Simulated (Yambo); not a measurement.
Yambo run on a free-standing WS2 monolayer (symmetry P-6m2, slab cell 16.1 Å high). The wavefunctions are norm-conserving PBEsol (Quantum ESPRESSO, 74 Ry, with spin-orbit coupling) ones on a 6×6×1 mesh (26 occupied bands); a = 3.146 Å, b = 3.146 Å, c = 16.100 Å, α = 90.00°, β = 90.00°, γ = 120.00°.

Yambo input:

```
rim_cut
gw0
dyson
el_el_corr
HF_and_locXC
ppa
em1d
rim_w
RandQpts= 1000000
RandGvec= 2 Ry
CUTGeo= "slab z"
EXXRLvcs= 74 Ry
VXCRLvcs= 296 Ry
Chimod= "HARTREE"
% BndsRnXp
 5 | 92 |
%
NGsBlkXp= 7 Ry
% LongDrXp
 1.0 | 1.0 | 0.0 |
%
RandGvecW= 1000 mRy
PPAPntXp= 27.2114 eV
% GbndRnge
 1 | 192 |
%
GTermKind= "BG"
DysSolver= "n"
ExtendOut
% QPkrange
 5 | 5 | 27 | 27 |
 7 | 7 | 26 | 27 |
%
```

k points by index: 5 = (0.167, 0.167), 7 = K.

Table of the .qp output:

```
#    K-point    Band    Eo [eV]    E [eV]    E-Eo [eV]    Vxc [eV]    Vnlxc [eV]    Sc|Eo [eV]    Sc|E [eV]    dSc/dw|Eo [eV]    Re(Z)    Im(Z)
#
    5    27    1.666958    2.518980    0.852022    -14.47694    -10.39467    -2.951570    -3.230243    -8.896865    0.753593    -0.003146
    7    26    0.000000    0.110395    0.110395    -14.95083    -15.24232    0.438188    0.401886    -8.960185    0.752274    -0.003032
    7    27    1.682045    2.729998    1.047953    -16.32137    -11.91793    -3.004775    -3.355484    -9.103808    0.749298    -0.003162
```
(The two width columns are left out.) Convergence of these settings isn't established.

Geometry relaxed with PBEsol.
